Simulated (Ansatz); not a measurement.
# CO (P2_13), ideal shear of a crystal plane

Method: DFT PBEsol, scalar-relativistic, plane waves, PAW (Ansatz). The runs took a 420 eV cutoff, a Γ-centred 4×4×2 mesh and Gaussian smearing (0.05 eV). No spin polarisation. Energies are free energies at this smearing, counted from the undisturbed cell; pressure is positive in compression.

The starting cell (relaxed at this level; it needn't be the usual structure):

```
C O
1.0
     0.00000   -5.95264    0.00000
     0.00000    0.00000   -5.95264
    11.90529    0.00000    0.00000
C O
8 8
Direct
  0.03535 0.03535 0.10732
  0.03535 0.03535 0.60732
  0.96465 0.53535 0.89268
  0.96465 0.53535 0.39268
  0.46465 0.96465 0.85732
  0.46465 0.96465 0.35732
  0.53535 0.46465 0.64268
  0.53535 0.46465 0.14268
  0.92549 0.92549 0.66226
  0.92549 0.92549 0.16226
  0.07451 0.42549 0.83774
  0.07451 0.42549 0.33774
  0.57451 0.07451 0.91226
  0.57451 0.07451 0.41226
  0.42549 0.57451 0.08774
  0.42549 0.57451 0.58774
```

The cell holds molecules and no dispersion correction was added, so their binding is poorly described.

The cut lies on the cell's a–b face, a (1 0 0) plane (indices in the standard cell, whose axes needn't be the Cartesian ones shown) of area 35.43 Å², between layers 2.09 Å apart. Vector c is tilted by f times 1·a − 1·b (length 8.418 Å) with the atoms' Cartesian places fixed: one unrelaxed fault a cell. The traction is dγ/du, the slope of γ against the slip u in Å.

| f | γ (mJ/m²) | traction (GPa) |
| --- | --- | --- |
| 0.0000 | 0 | 0.0 |
| 0.0833 | 7 | 0.2 |
| 0.1667 | 27 | 0.4 |
| 0.2500 | 51 | 0.3 |
| 0.3333 | 56 | -0.2 |
| 0.4167 | 35 | -0.3 |
| 0.5000 | 20 | -0.1 |
| 0.5833 | 27 | 0.2 |
| 0.6667 | 39 | 0.1 |
| 0.7500 | 37 | -0.2 |
| 0.8333 | 21 | -0.3 |
| 0.9167 | 6 | -0.2 |

**Question.** Read off the first barrier and the stress needed to climb it, and compare with Frenkel's sinusoid.

**Answer.** The traction changes sign between f = 0.250 and 0.333, so by linear interpolation the first maximum lies at f = 0.302, a slip of 2.54 Å, with γ ≈ 58 mJ/m², which stands in for the unstable fault energy γ_us, and the steepest sampled slope before it is 0.4 GPa. A sinusoid γ = γ_us sin²(πu/λ) with its maximum there has λ = 5.08 Å and a largest slope πγ_us/λ = 0.4 GPa (1 mJ/m² per Å = 0.01 GPa). The stand-in is too high: the stress and forces give a traction of 0.7 GPa across the line at this point, so it is no saddle, and slip that bends off the line crosses lower.

**Question.** Is there a metastable fault on this line?

**Answer.** The samples dip to a local minimum of 20 mJ/m² at f = 0.500. If it survives relaxation and slip across the line, it is a planar fault that lets a dislocation split into partials, more widely the lower its energy (an antiphase boundary, where the slip puts unlike atoms in each other's places).

The cut is rigid; relaxing the faces lowers these energies and usually the stresses.

Cost: 12 runs of about 7.1 core-minutes in all, on Arm Neoverse V2 (shared hosts).